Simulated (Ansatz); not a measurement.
# FeI2 (P-3m1): electronic heat capacity from the density of states

These are results of Ansatz 0.2.0, DFT PBEsol, scalar-relativistic, plane waves, PAW, not measurements.

Plane waves to 420 eV, a k mesh through Γ of 12×12×6 on the computed 3-atom cell and Gaussian smearing (0.10 eV); collinear spin from starting moments 3.73 0.19 0.19 μB.

Relaxed cell: P-3m1, a = 3.904 Å, b = 3.904 Å, c = 6.843 Å, α = 90.00°, β = 90.00°, γ = 120.00°, 3 atoms in the primitive cell. Whether it is the stable form of this composition wasn't checked.

The density of states at the Fermi level is 1.822 states/eV in the cell of 3 atoms (1 formula unit; both spins, tetrahedra on a 18×18×9 mesh). The run ends with a moment of 4.00 μB a cell (largest on a site 3.39 μB), and the figure is for this state; a paramagnetic sample can have a quite different one. Another magnetic order, if the compound takes it, can change N(E_F) and the shape of the cell a good deal, and may open a gap, where γ is close to zero.

What Sommerfeld coefficient does this give?

Per formula unit N(E_F) = 1.822 states/eV. γ = (π²/3) k_B² N(E_F) N_A = 2.357 mJ/(mol K²) per state/eV, so γ = 4.3 mJ/(mol K²), a mole of formula units. This is the bare band result: a measured γ of the same phase and magnetic order is as a rule larger by a factor 1 + λ from phonons and spin fluctuations. N(E_F) at one energy is sensitive to the mesh where the density of states has sharp peaks.

Spin-orbit coupling is left out, which matters for the bands of heavy elements. The cell holds one magnetic atom, so it can only be ferromagnetic; an antiferromagnetic order may lie lower. The cell holds layers, and where no dispersion correction was added their binding is poorly described.

Only this magnetic start was tried.

Cost: 1 run of about 1.2 core-minutes, on Intel Xeon Platinum 8559C (Emerald Rapids) (shared hosts).